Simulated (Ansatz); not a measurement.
Ir, DFT, PBEsol, all-electron PAW with datasets made for the crystal, scalar-relativistic (Ansatz 0.2.0), run on 1 thread of Intel(R) Xeon(R) Platinum 8488C (Sapphire Rapids) on a shared host.

The geometry is COD entry 9008470, unchecked; take it as a test cell. The listed cell was then made from it by scaling, straining or moving an atom.

Command: `ansatz run input.yaml --threads 1 --pin off --max-ram 3072MiB --backend cpu --events-out ev --progress --plain --runs-dir out`

```yaml
crystal:
  lattice:
    - [0.0, 1.9573507352, 1.9573507352]
    - [1.9573507352, 0.0, 1.9573507352]
    - [1.9573507352, 1.9573507352, 0.0]
  atoms:
    - { symbol: Ir, position: [0.0, 0.0, 0.0] }
kpoints:
  mp_grid: { grid: [15, 15, 15] }
scf:
  occupations: { method: fermi_dirac, width: 0.05 }
hamiltonian:
  xc: pbesol
  pseudopotentials: { kind: all_electron, datasets: crystal }
output:
  forces: true
  stress: true
  eigenvalues: true
  efg: { contact_densities: true }
```

(1) How large is the problem that the program sets up?

(2) Estimate the wall time and the peak memory.

(3) And the same cell and mesh by all-electron LAPW, asked for forces, stress, eigenvalues, on the same hardware?

Answers

(1) 120 irreducible k-points, 137 plane waves at Γ, 13 bands.

(2) 6.2 s of wall time for 8 SCF iterations, with a peak of 0.46 GiB. Times on shared machines scatter by tens of per cent.

(3) 13 s, peak memory 0.38 GiB.
